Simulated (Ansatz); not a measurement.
Geometry optimisation in Ansatz: input, command and trajectory.

```yaml
crystal:
  lattice:
    - [5.1658185613, 2.5892643198, -2.3504059553]
    - [2.7655204814, 5.209436875, 2.7465365922]
    - [5.3345027588, -2.5144669163, 2.7625717538]
  atoms:
    - { symbol: O, position: [0.5144941536, 0.2817197897, 0.6290481619] }
    - { symbol: O, position: [0.7709852383, 0.714610798, 0.7048747015] }
    - { symbol: O, position: [0.9382910776, 0.4041677906, 0.1204636458] }
    - { symbol: O, position: [0.3158010748, 0.7095682563, 0.1513947191] }
    - { symbol: O, position: [0.6265937265, 0.9490967293, 0.0899992875] }
    - { symbol: O, position: [0.0536281369, 0.0178964127, 0.6150968112] }
    - { symbol: O, position: [0.2755234279, 0.0535326239, 0.8698600054] }
    - { symbol: O, position: [0.7057246515, 0.3198419549, 0.9241031755] }
    - { symbol: O, position: [0.8526953992, 0.0576073354, 0.2911986425] }
    - { symbol: O, position: [0.1659406506, 0.3410782318, 0.3871545058] }
    - { symbol: O, position: [0.5762881501, 0.63197478, 0.4412378052] }
    - { symbol: O, position: [0.1347227138, 0.6635705769, 0.8825170384] }
    - { symbol: Sc, position: [0.3594054025, 0.3000680984, 0.9739023796] }
    - { symbol: "Y", position: [0.4870403698, 0.9983959018, 0.4978339121] }
    - { symbol: "Y", position: [0.1836905615, 0.635305303, 0.5178879002] }
    - { symbol: Ta, position: [0.8458903802, 0.2983076818, 0.4411206747] }
    - { symbol: Ta, position: [0.0002855881, 0.9814157008, 0.9676940619] }
    - { symbol: Ta, position: [0.6591403032, 0.6543746069, 0.0071427681] }
  symmetry: { detect: false }
basis:
  ecutwfc: 500
kpoints:
  mp_grid: { grid: [4, 3, 3] }
hamiltonian:
  xc: r2scan
scf:
  occupations: { method: gaussian, width: 0.1 }
  lower_state_search: "off"
output:
  forces: true
  stress: true
  eigenvalues: true
relax:
  adjacent_minimum: "off"
  f_tol: 0.04
  max_steps: 25
  cell: { stress_tol: 0.3 }
```

```bash
ansatz run input.yaml --threads 4 --pin off --max-ram 9216MiB --backend cpu --events-out ev --progress --plain --runs-dir out
```

These are results of DFT r2SCAN, scalar-relativistic, plane waves, PAW in Ansatz, not measurements.

Of 23 frames 10 are shown, positions in Å and forces in eV/Å; the SCF threshold varies from step to step. Steps run on the plane waves of an earlier cell, with a Pulay correction in the pressure. The basis is chosen afresh for the last frame, the zero of the energies, and can be on the way; energy and pressure step there, also at an unchanged geometry. The mark taken_back stands on steps that the optimiser undid.

```xyz
18
Lattice="5.1658 2.5893 -2.3504 2.7655 5.2094 2.7465 5.3345 -2.5145 2.7626" Properties=species:S:1:pos:R:3:forces:R:3 pbc="T T T" step=1 free_energy_over_end_meV_per_atom=32.47 pressure_GPa=0.30
O     6.7925    1.2180    1.3023   -0.0060   -0.0270    0.0310
O     9.7192    3.9466    2.0978   -0.1120   -0.1590    0.0010
O     6.6074    4.2321   -0.7625    0.0410   -0.0040   -0.0350
O     4.4013    4.1335    1.6248   -0.1440   -0.0060    0.0740
O     6.3417    6.3404    1.3826    0.0100   -0.0680   -0.0510
O     3.6078   -1.3146    1.6224   -0.0730   -0.1530    0.0170
O     6.2116   -1.1950    1.9025   -0.0210   -0.0100    0.0140
O     9.4598    1.1699    1.7726   -0.0120   -0.1200    0.0180
O     6.1176    1.7757   -1.0415    0.1550   -0.1870   -0.1840
O     3.8658    1.2330    1.6163   -0.1180   -0.0970    0.0230
O     7.0785    3.6749    1.6002    0.0050   -0.0450   -0.0520
O     7.2389    1.5866    3.9439   -0.0010    0.0520   -0.0260
Sc    7.8818    0.0449    2.6699    0.0400    0.0570   -0.0120
Y     7.9327    5.2104    2.9727   -0.0520    0.0160    0.1010
Y     5.4685    2.4830    2.7438    0.0920    0.1140    0.0790
Ta    7.5479    2.6351    0.0498    0.1730    0.2420   -0.1030
Ta    7.8778    2.6801    5.3681   -0.1510    0.2550    0.1590
Ta    5.2528    5.0977    0.2677    0.1750    0.1400   -0.0540
18
Lattice="5.1687 2.5742 -2.3423 2.7640 5.1966 2.7496 5.3640 -2.5313 2.7767" Properties=species:S:1:pos:R:3:forces:R:3 pbc="T T T" step=3 free_energy_over_end_meV_per_atom=30.67 pressure_GPa=-0.09
O     6.8104    1.2058    1.3173    0.0180   -0.0050   -0.0030
O     9.7208    3.8757    2.1065    0.0190   -0.0170    0.0200
O     6.6171    4.2115   -0.7614    0.0400   -0.0680   -0.0520
O     4.3965    4.1225    1.6259    0.0390    0.0060   -0.1010
O     6.3459    6.3169    1.3951   -0.0360   -0.0290   -0.0410
O     3.6188   -1.3374    1.6538    0.0110    0.0260   -0.0060
O     6.2296   -1.2023    1.9232   -0.0250    0.0240   -0.0160
O     9.5027    1.1175    1.8115    0.0160   -0.1630   -0.0280
O     6.1653    1.7274   -1.0658   -0.0140   -0.0350    0.0500
O     3.8739    1.2180    1.6206   -0.0410   -0.0850    0.0370
O     7.0849    3.6593    1.6019   -0.0420    0.0350    0.0230
O     7.2605    1.5789    3.9611   -0.0580   -0.0600   -0.0290
Sc    7.9066    0.0331    2.6866   -0.0170    0.0830   -0.0220
Y     7.9468    5.1788    2.9950    0.0620    0.0320    0.0520
Y     5.4820    2.4815    2.7683   -0.0080    0.0450    0.0280
Ta    7.5647    2.6222    0.0524    0.0110    0.0990   -0.0550
Ta    7.9034    2.6584    5.3988    0.0130    0.0530    0.0600
Ta    5.2657    5.0807    0.2739    0.0100    0.0590    0.0840
18
Lattice="5.1515 2.5791 -2.3177 2.7827 5.1948 2.7695 5.3798 -2.5340 2.8238" Properties=species:S:1:pos:R:3:forces:R:3 pbc="T T T" step=6 free_energy_over_end_meV_per_atom=30.08 pressure_GPa=-0.10 taken_back
O     6.8111    1.2367    1.3687    0.0150   -0.0840    0.0730
O     9.7298    3.8631    2.1872    0.0640   -0.0680    0.0530
O     6.5983    4.1620   -0.7553   -0.0450    0.1560   -0.1280
O     4.3970    4.1112    1.5862    0.0130    0.0620   -0.0070
O     6.3392    6.3123    1.4788    0.0010   -0.0900   -0.0640
O     3.6324   -1.3268    1.6644    0.0120    0.0160   -0.0040
O     6.2350   -1.1900    1.9637    0.0150   -0.0730    0.0160
O     9.5089    1.0747    1.8419    0.0220    0.0810    0.0720
O     6.1789    1.6818   -1.0602   -0.0580   -0.0090   -0.0630
O     3.8955    1.2099    1.7118    0.0780    0.0430   -0.0250
O     7.0887    3.6898    1.6386   -0.0180    0.0520    0.0200
O     7.2400    1.5440    4.0708    0.0290   -0.0400    0.0280
Sc    7.9077    0.0721    2.7225   -0.0790    0.0310    0.0700
Y     7.9752    5.1811    3.0729   -0.0740   -0.0210   -0.0310
Y     5.4908    2.5151    2.8317   -0.1020    0.0590   -0.0170
Ta    7.5620    2.6404    0.0885    0.1650   -0.0660    0.0380
Ta    7.9625    2.6542    5.4765   -0.0820   -0.0500   -0.0450
Ta    5.3149    5.1171    0.3113    0.0450    0.0030    0.0130
18
Lattice="5.1504 2.5481 -2.3242 2.7529 5.1966 2.7836 5.3709 -2.5319 2.7836" Properties=species:S:1:pos:R:3:forces:R:3 pbc="T T T" step=8 free_energy_over_end_meV_per_atom=29.54 pressure_GPa=0.23
O     6.8027    1.2238    1.3576   -0.0130    0.0200   -0.0310
O     9.7040    3.8418    2.1796   -0.0290    0.0260   -0.0110
O     6.6033    4.1276   -0.7816    0.0140    0.0140   -0.0150
O     4.3788    4.1086    1.5717   -0.0050    0.0060    0.0130
O     6.3027    6.3032    1.5000   -0.0170   -0.0120   -0.0040
O     3.6136   -1.3364    1.6326   -0.0230    0.0040   -0.0100
O     6.2069   -1.1955    1.9386    0.0720    0.0400   -0.0420
O     9.4958    1.0807    1.8013   -0.0480   -0.0330    0.0290
O     6.1720    1.6534   -1.0832    0.0030    0.0020    0.0190
O     3.9048    1.1934    1.7056   -0.0180    0.0350   -0.0230
O     7.0532    3.6887    1.6069    0.0080   -0.0010    0.0030
O     7.1998    1.5278    4.0646   -0.0240   -0.0330   -0.0390
Sc    7.8892    0.0670    2.6960   -0.0060    0.0140    0.0300
Y     7.9387    5.1647    3.0585   -0.0140   -0.0250   -0.0170
Y     5.4530    2.5125    2.8079    0.0180    0.0180    0.0490
Ta    7.5606    2.6092    0.0713    0.0240   -0.0390   -0.0020
Ta    7.9026    2.6640    5.4598   -0.0190   -0.0300    0.0210
Ta    5.3241    5.0876    0.3023    0.0760   -0.0060    0.0300
18
Lattice="5.2374 2.5401 -2.3409 2.7913 5.2519 2.8637 5.3440 -2.4060 2.6766" Properties=species:S:1:pos:R:3:forces:R:3 pbc="T T T" step=11 free_energy_over_end_meV_per_atom=28.60 pressure_GPa=0.09
O     6.7563    1.3165    1.3414   -0.0210    0.0660    0.0340
O     9.8352    4.0629    2.1880    0.1140   -0.1690    0.0460
O     6.5610    4.0393   -0.8048   -0.1930    0.3950    0.0040
O     4.5712    4.0438    1.3659   -0.1310    0.0160   -0.1680
O     6.3840    6.3683    1.7471    0.0240    0.3050   -0.0400
O     3.5881   -1.2373    1.4122    0.1040    0.0550    0.1500
O     6.2455   -1.1692    1.8392   -0.2840   -0.1450   -0.0540
O     9.3273    1.3057    1.5243   -0.2470    0.1950    0.0950
O     6.2457    1.6360   -1.2103    0.0230   -0.1470    0.1650
O     3.8613    1.2807    1.7125    0.0550    0.0430   -0.0210
O     7.2578    3.7667    1.5830   -0.1470    0.1010   -0.0650
O     7.2106    1.5649    4.2337    0.2210    0.1310   -0.0210
Sc    7.9196    0.2463    2.7016    0.0570   -0.2350    0.1450
Y     8.0035    5.2689    3.0695    0.2290   -0.0210    0.1710
Y     5.4788    2.6306    2.7759   -0.1190   -0.0090   -0.1000
Ta    7.6631    2.6526    0.0410    0.0490   -0.3550    0.0510
Ta    7.8531    2.9269    5.5363    0.2690   -0.0140   -0.4470
Ta    5.5702    5.2467    0.3954   -0.0040   -0.2130    0.0560
18
Lattice="5.2553 2.5439 -2.3545 2.8032 5.2633 2.8887 5.3136 -2.3541 2.6463" Properties=species:S:1:pos:R:3:forces:R:3 pbc="T T T" step=13 free_energy_over_end_meV_per_atom=24.23 pressure_GPa=0.00
O     6.7234    1.3500    1.3514   -0.0600    0.0870   -0.0130
O     9.8590    4.1175    2.1698   -0.0380   -0.0130    0.0040
O     6.5489    4.0574   -0.8127   -0.1170    0.1960   -0.0530
O     4.5918    4.0306    1.3125   -0.2180   -0.0500   -0.0930
O     6.4137    6.4143    1.7715    0.0360    0.2640    0.0320
O     3.5801   -1.2042    1.3731    0.0240    0.0150   -0.0100
O     6.2317   -1.1591    1.8029   -0.1760   -0.1070   -0.0470
O     9.2494    1.4037    1.4444   -0.1860    0.1880    0.0150
O     6.2558    1.6483   -1.2173    0.1240   -0.0950    0.1530
O     3.8306    1.3118    1.6955    0.0170    0.0300   -0.0170
O     7.2649    3.8121    1.5633   -0.1400    0.1770    0.0000
O     7.2305    1.6167    4.2520    0.0660    0.1060    0.0010
Sc    7.9223    0.2862    2.7225    0.1410   -0.0840    0.1510
Y     8.0228    5.3043    3.0741    0.1860   -0.0710    0.1610
Y     5.4644    2.6646    2.7620   -0.0180   -0.0290    0.0100
Ta    7.6741    2.6541    0.0436    0.0470   -0.3750   -0.0080
Ta    7.8180    3.0042    5.5425    0.1750    0.0370   -0.3130
Ta    5.6205    5.2666    0.4226    0.1360   -0.2780    0.0290
18
Lattice="5.3012 2.5184 -2.4087 2.8068 5.2227 2.9178 5.2549 -2.2443 2.5707" Properties=species:S:1:pos:R:3:forces:R:3 pbc="T T T" step=16 free_energy_over_end_meV_per_atom=3.29 pressure_GPa=-0.04
O     6.6542    1.4102    1.3495    0.1530   -0.0540    0.0300
O     9.8945    4.1646    2.1179    0.1280   -0.1100   -0.0570
O     6.4785    4.0477   -0.9521   -0.0720    0.1150    0.0420
O     4.5649    3.8033    1.0532    0.0430   -0.0160    0.1220
O     6.4560    6.4956    1.8225   -0.0150   -0.1620   -0.0930
O     3.5762   -1.1294    1.2477   -0.0590    0.0720   -0.0570
O     6.2072   -1.3115    1.6015    0.0540   -0.0760   -0.0760
O     9.1002    1.6746    1.2055    0.0320   -0.0400   -0.0090
O     6.3294    1.6104   -1.2630    0.0050   -0.0530   -0.0680
O     3.7486    1.3586    1.7079   -0.0650    0.0010    0.0220
O     7.1951    3.9390    1.4327   -0.0930    0.0330   -0.0060
O     7.2163    1.6860    4.3485   -0.0900   -0.2660   -0.0600
Sc    8.1109    0.4801    2.8919    0.2270    0.0060   -0.2330
Y     8.0779    5.2628    3.0369   -0.0200    0.1390    0.0450
Y     5.4218    2.6490    2.7403   -0.0520   -0.0170    0.0210
Ta    7.6792    2.5693   -0.0225   -0.1350   -0.0830    0.1070
Ta    7.7404    3.1371    5.5635    0.0130    0.0750    0.3150
Ta    5.7123    5.1939    0.4756   -0.0520    0.4350   -0.0460
18
Lattice="5.2576 2.5445 -2.3864 2.8196 5.2156 2.9053 5.2397 -2.2554 2.6257" Properties=species:S:1:pos:R:3:forces:R:3 pbc="T T T" step=18 free_energy_over_end_meV_per_atom=1.29 pressure_GPa=-0.61
O     6.6541    1.3939    1.3882   -0.0410   -0.0430    0.0290
O     9.8499    4.1826    2.1204   -0.0710   -0.0170   -0.0030
O     6.4012    4.0481   -0.9368    0.0210    0.0100   -0.1580
O     4.5911    3.7647    1.0450   -0.0820   -0.0550    0.0260
O     6.4369    6.5209    1.8363    0.0430    0.1590    0.0620
O     3.5702   -1.1402    1.3036    0.0530    0.0230    0.0480
O     6.2156   -1.4154    1.5749   -0.1490    0.0340    0.1270
O     9.0674    1.7039    1.2783   -0.0760    0.1750   -0.0190
O     6.2830    1.6069   -1.2432    0.0730    0.0850    0.1140
O     3.7309    1.3549    1.7330    0.0620   -0.0170   -0.0810
O     7.1512    3.9643    1.4716   -0.0450   -0.0870   -0.1870
O     7.1987    1.6296    4.4483   -0.0430   -0.0140   -0.0750
Sc    8.1289    0.5266    2.9466    0.0670   -0.0610    0.0410
Y     8.0463    5.2690    3.0812   -0.0070    0.0100    0.0090
Y     5.4232    2.6522    2.7607   -0.0530    0.2530   -0.1740
Ta    7.6131    2.6188    0.0103   -0.0610   -0.1190    0.1510
Ta    7.7593    3.1358    5.6455    0.3480   -0.1260   -0.2430
Ta    5.6447    5.2765    0.4930   -0.0380   -0.2090    0.3310
18
Lattice="5.2186 2.5313 -2.3913 2.7861 5.1932 2.8880 5.2162 -2.2777 2.6297" Properties=species:S:1:pos:R:3:forces:R:3 pbc="T T T" step=21 free_energy_over_end_meV_per_atom=-0.19 pressure_GPa=-0.06
O     6.5904    1.3567    1.4088   -0.0020    0.0170   -0.0090
O     9.7725    4.1452    2.0952    0.0150   -0.0450    0.0480
O     6.3232    4.0305   -0.9736   -0.0150   -0.0090    0.0190
O     4.5310    3.7233    1.0162   -0.0010    0.0250   -0.0220
O     6.4065    6.5170    1.8215    0.0120   -0.0030   -0.0070
O     3.6000   -1.1735    1.3104   -0.0160    0.0170    0.0120
O     6.2279   -1.4545    1.5684   -0.0080   -0.0220    0.0060
O     8.9921    1.6963    1.2620    0.0130   -0.0020   -0.0100
O     6.2806    1.5911   -1.2363    0.0120    0.0150    0.0000
O     3.6940    1.3227    1.7111    0.0100   -0.0090    0.0250
O     7.0711    3.9421    1.4360   -0.0010   -0.0040   -0.0160
O     7.1624    1.5779    4.4686    0.0020    0.0000    0.0110
Sc    8.0427    0.4654    2.9523   -0.0300    0.0160   -0.0070
Y     7.9853    5.2297    3.0639    0.0240   -0.0170    0.0220
Y     5.3598    2.6524    2.7379    0.0410    0.0070    0.0090
Ta    7.5710    2.5773    0.0229   -0.0070   -0.0400   -0.0280
Ta    7.7259    3.1090    5.6405    0.0020    0.0260   -0.0360
Ta    5.5743    5.2597    0.4916   -0.0510    0.0290   -0.0170
18
Lattice="5.2167 2.5302 -2.3919 2.7853 5.1905 2.8885 5.2153 -2.2775 2.6317" Properties=species:S:1:pos:R:3:forces:R:3 pbc="T T T" step=23 free_energy_over_end_meV_per_atom=0.00 pressure_GPa=0.01
O     6.5878    1.3567    1.4074   -0.0050   -0.0030    0.0050
O     9.7708    4.1420    2.0990   -0.0080    0.0010   -0.0060
O     6.3176    4.0258   -0.9721   -0.0050    0.0040    0.0000
O     4.5275    3.7203    1.0137    0.0030    0.0040    0.0040
O     6.4078    6.5151    1.8236    0.0010    0.0020   -0.0040
O     3.6010   -1.1722    1.3115    0.0050   -0.0050    0.0010
O     6.2304   -1.4574    1.5705    0.0020    0.0080   -0.0070
O     8.9886    1.6953    1.2620    0.0030   -0.0010   -0.0110
O     6.2817    1.5882   -1.2400   -0.0040    0.0030   -0.0050
O     3.6926    1.3227    1.7159    0.0000   -0.0070   -0.0010
O     7.0671    3.9401    1.4365   -0.0010   -0.0030   -0.0060
O     7.1599    1.5758    4.4723   -0.0030    0.0010   -0.0040
Sc    8.0384    0.4656    2.9537    0.0040   -0.0070    0.0070
Y     7.9857    5.2246    3.0653   -0.0050    0.0040   -0.0040
Y     5.3599    2.6520    2.7388   -0.0040    0.0020   -0.0020
Ta    7.5670    2.5746    0.0205    0.0190    0.0170    0.0070
Ta    7.7242    3.1077    5.6428   -0.0120   -0.0080    0.0170
Ta    5.5700    5.2583    0.4948    0.0110   -0.0100    0.0090
```

The run took 8.3 min on 4 threads of Intel(R) Xeon(R) Platinum 8259CL CPU @ 2.50GHz (Skylake/Cascade Lake), on a shared host, peak memory 1.6 GiB.

The k mesh is coarse. Spin–orbit coupling is left out, which can shift energies with elements as heavy as these.